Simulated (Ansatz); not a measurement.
# SrTiO₃: an elastic constant from a strain scan

Level of theory: DFT PBEsol, scalar-relativistic, plane waves, PAW in Ansatz. Settings: plane waves to 420 eV, k-mesh 8×8×8 (Γ-centred), Gaussian smearing 0.05 eV. No spin polarisation. Energies are free energies at this smearing, counted from the undisturbed cell; pressure is positive in compression.

The undisturbed cell (relaxed at this level; it needn't be the usual structure):

```
CELL_PARAMETERS angstrom
3.89112 0.00000 0.00000
0.00000 3.89112 0.00000
0.00000 0.00000 3.89112
ATOMIC_POSITIONS crystal
Sr 0.00000 0.00000 0.00000
Ti 0.50000 0.50000 0.50000
O 0.00000 0.50000 0.50000
O 0.50000 0.00000 0.50000
O 0.50000 0.50000 0.00000
```

The cell is strained by ε times the Voigt pattern (1, -1, 0, 0, 0, 0) (xx, yy, zz, yz, xz, xy; engineering shear) with fractional coordinates fixed. The cell holds 5 atoms in V0 = 58.91 Å³. The stress column is τ = (1/V0) dE/dε, got from the stress tensor σ (compression positive) at each point as −det(1 + εP) σ : P(1 + εP)⁻¹, with P the pattern as a tensor.

| ε | ΔE (meV/atom) | τ (GPa) |
| --- | --- | --- |
| -0.0875 | 153.725 | -52.426 |
| -0.0750 | 110.029 | -42.826 |
| -0.0625 | 74.684 | -34.200 |
| -0.0500 | 46.904 | -26.381 |
| -0.0375 | 26.009 | -19.212 |
| -0.0250 | 11.439 | -12.535 |
| -0.0125 | 2.851 | -6.184 |
| 0.0000 | 0.000 | 0.000 |
| 0.0125 | 2.851 | 6.184 |
| 0.0250 | 11.439 | 12.535 |
| 0.0375 | 26.009 | 19.212 |
| 0.0500 | 46.904 | 26.381 |
| 0.0625 | 74.684 | 34.200 |
| 0.0750 | 110.029 | 42.826 |
| 0.0875 | 153.725 | 52.426 |
| 0.1000 | ? | ? |

Which combination of elastic constants does this scan measure, and how large is it?

For small ε, τ = τ0 + Kε with K = pᵀCp, which for this pattern is 2(C11 − C12) in the cubic axes. The parabola through τ at ε = -0.0125, 0 and 0.0125 has slope K = 495 GPa at zero. The energies per cell, E = NΔE, of the same two points give K = 2[E(ε₊)/ε₊ − E(ε₋)/ε₋]/[(ε₊ − ε₋)V0] = 496 GPa, in agreement.

Predict the withheld row at ε = 0.1000 from the harmonic law, and compare.

ΔE = V0(τ0 ε + Kε²/2)/N = 181.903 meV/atom and τ = 49.47 GPa. The calculation gives 206.761 meV/atom and 63.16 GPa: the energy lies 14 % above the harmonic value.

Symmetry holds off the tilts and polar distortions that many cubic perovskites undergo.